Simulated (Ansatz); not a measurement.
NaCl (CsCl type), relaxed and computed with several functionals in Ansatz (plane waves, PAW). Much of their spread follows the volume that each gives.

```tsv
functional	V (Å³/atom)	B₀ by P(V) fit (GPa)
PBEsol	20.48	28.6
r²SCAN	20.72	29.4
HSE06	21.11	?
LDA	19.12	34.9
```

Fit a straight line to ln B₀ against ln V and predict the withheld value.

Least squares on the 3 shown rows: ln B₀ = -2.40 × ln V + (10.630), with a scatter of 2.3 %. For HSE06 this gives 27.4. The run itself gave 27.1, a miss of 1.1 % of that.

Not the usual ambient phase: NaCl, CsCl type. Unstable at this level: NaCl, CsCl type with PBEsol; NaCl, CsCl type with LDA. All cells were relaxed under the symmetry of their starts (and spin orders); stability against distortions was not tested throughout.

Potentials: the earlier of the program's two PAW sets. The files were generated under PBE; for other functionals the program regenerates the frozen cores, and for LDA and PBEsol the local potential too.

Ansatz (an electronic-structure program) is a plane-wave DFT program.
